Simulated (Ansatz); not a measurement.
**MgW, a database entry at a rescaled volume**

```
W Mg
1.0
     4.67181    0.00000    0.00000
     0.00000    5.65010    0.00000
     0.02829    0.00000    4.91132
W Mg
2 2
Direct
  0.00000 0.18200 0.25000
  0.00000 0.81800 0.75000
  0.50000 0.68000 0.25000
  0.50000 0.32000 0.75000
```

Method: PBE, no spin polarisation; PAW, plane waves to 420 eV, 7×6×7 Γ-centred mesh, fermi-dirac occupations (width 0.1 eV) (Ansatz 0.2.0), atoms fixed.

(1) Which element gives electrons and which takes them?

(2) Where is the largest force?

(3) Describe some of the short contacts.

(4) What does the stress say?

(5) Is there a gap?

(6) What is the formation energy?

Origin: a database entry at a rescaled volume. Caveats: forces this large suggest misplaced atoms in the database entry; atoms or cell far from equilibrium.

Results:

(1) Bader charges in e: Mg +0.96, W -0.96. In the mean Mg gives up most and W takes most.

(2) The largest is on W1 (and as large on other atoms): 2.74 eV/Å, components (0.00, -2.74, 0.00). It makes 50° with the line to a nearest neighbour, W2 at 3.20 Å.

(3) Mg–Mg at 3.19 Å: least valence density 0.08 e/Å³ and ELF 0.54 there. W–W at 3.20 Å: least valence density 0.26 e/Å³ and ELF 0.62 there. W–Mg at 3.47 Å: least valence density 0.08 e/Å³ and ELF 0.31 there. Both are smooth PAW fields, read partly inside the augmentation spheres.

(4) The pressure is -20.5 GPa (compression positive), so with the atoms held at these fractions the cell would first shrink; the forces are large, so a full relaxation may end otherwise. The principal stresses -23.2, -22.2, -16.1 GPa differ, so its shape would change too.

(5) It is a metal, with about 4.8 states/eV a cell as the mean within 0.25 eV of the Fermi level, mostly W d (82 %).

(6) 2.47 eV an atom against the elements' usual phases (free molecules for gases, crystals otherwise, with no correction for O₂ or N₂), so at this geometry it isn't bound against them. Relaxing would lower it.
